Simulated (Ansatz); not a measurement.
ScIr$_{3}$ (Cu3Au type, Pm-3m) at seven volumes, r²SCAN in the plane-wave PAW code Ansatz, scaled uniformly. One row is withheld.

| V (Å³/atom) | P (GPa) |
|---|---|
| 13.686 | ? |
| 14.137 | 18.91 |
| 14.588 | 8.65 |
| 15.040 | 0.00 |
| 15.491 | -7.28 |
| 15.942 | -13.39 |
| 16.393 | -18.52 |

Fit the shown pressures and predict the withheld one.

Third-order Birch–Murnaghan: P = (3/2)B₀(x^(7/2) − x^(5/2))[1 + (3/4)(B′ − 4)(x − 1)] with x = (V₀/V)^(2/3). Least squares on the six rows gives V₀ = 15.040 Å³/atom, B₀ = 263.7 GPa, B′ = 4.75. At V = 13.686, x = 1.0649 and P = 31.15 GPa. The run itself gave 31.11 GPa.

The workflow started from a Materials Project entry (that database holds measured and hypothetical structures alike); the Crystallography Open Database copy checked does not list it. Its standing as an ambient phase is unchecked. The cell was relaxed with r²SCAN under the symmetry of its start; whether a distortion lowers the energy is not shown. The run is not spin-polarised. Scalar-relativistic: spin–orbit coupling is off unless named, which matters more the heavier the elements.

Potentials: the later of the program's two PAW sets.
